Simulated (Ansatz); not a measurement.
**Fitting the PBE energy curve of Tb3Ag**

Symmetry: Pm-3m, No. 221, cubic system. The conventional cell has a = 4.800 Å, b = 4.800 Å, c = 4.800 Å, α = 90.00°, β = 90.00°, γ = 90.00°. Around Tb (site symmetry 4/mmm) lie 8 Tb at 3.39 Å and 4 Ag at 3.39 Å. Around Ag (site symmetry m-3m) lie 12 Tb at 3.39 Å.

The cell comes from a database or a generator and needn't be the stable form of this composition.

The cell was scaled at fixed shape and fractions and run with Ansatz, Ansatz PAW, cutoff 420 eV; PBE, k mesh 6 × 6 × 6 on the cell of 4 atoms, fermi-dirac occupations of 0.05 eV, collinear spin, ferromagnetic start, no spin-orbit coupling. Energies are those that the program minimises, any entropy of the smearing included. For a metal such a mesh isn't converged to the digits shown. The magnetic state is the one that the start led to, which needn't be the lowest. Plain semilocal runs treat an open f shell poorly.

```tsv
V (Å³/atom)	energy over the lowest row (meV/atom)
25.9934	14.648
26.5465	?
27.0995	2.116
27.6526	0.000
28.2056	0.331
28.7587	2.910
29.3117	7.510
```

Question: Fit the third-order Birch-Murnaghan form, give V0, B0 and B′, and predict the energy left open.

Answer: With y = (V0/V)^(2/3), E = E0 + (9 V0 B0/16) [(y - 1)³ B′ + (y - 1)² (6 - 4y)]. Least squares through the rows shown give V0 = 27.8483 Å³/atom, E0 = -0.149 meV, B0 = 34.54 GPa (1 eV/Å³ = 160.218 GPa) and B′ = 3.60, with a largest miss of 0.006 meV. At V = 26.5465 the form with these constants gives 6.909 meV; the run gave 6.907 meV an atom.
